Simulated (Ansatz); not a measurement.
NbSi$_{2}$ (CrSi2 type, space group P6_222)

```
CELL_PARAMETERS angstrom
      4.76755     0.00000     0.00000
     -2.38378     4.12882     0.00000
      0.00000     0.00000     6.57584
ATOMIC_POSITIONS crystal
  Nb 0.50000 0.00000 0.00000
  Nb 0.50000 0.50000 0.33333
  Nb 0.00000 0.50000 0.66667
  Si 0.15966 0.31932 0.00000
  Si 0.84034 0.15966 0.33333
  Si 0.68068 0.84034 0.66667
  Si 0.84034 0.68068 0.00000
  Si 0.15966 0.84034 0.33333
  Si 0.31932 0.15966 0.66667
```

E(V) scan at fixed shape, V₀ the volume above. The atoms relax within the cell's symmetry.

Computed with PBEsol (plane waves to 420 eV, PAW, scalar-relativistic; Ansatz, a quantum-chemistry and plane-wave program). k mesh 11×11×7 (Γ-centred), Fermi-Dirac smearing 0.05 eV. E stands for the smeared free energy. Stress and pressure are positive under compression. NbSi2 is run without spin polarisation. NbSi2 was relaxed with its symmetry unable to fall. The PAW data are Ansatz's earlier set. ΔE is measured from the relaxed starting cell.

### Question
Estimate the ΔE (eV/atom) and P (GPa) for V/V₀ = 0.960, 0.980, 1.020, 1.060, 1.080.

### Answer
```tsv
V/V₀	ΔE (eV/atom)	P (GPa)
0.960	0.015	8.4
0.980	0.004	4.0
1.020	0.003	-3.6
1.060	0.027	-9.7
1.080	0.047	-12.3
```

(A scan under strain: stresses follow from slopes of the energy per volume, elastic moduli from its curvatures.)
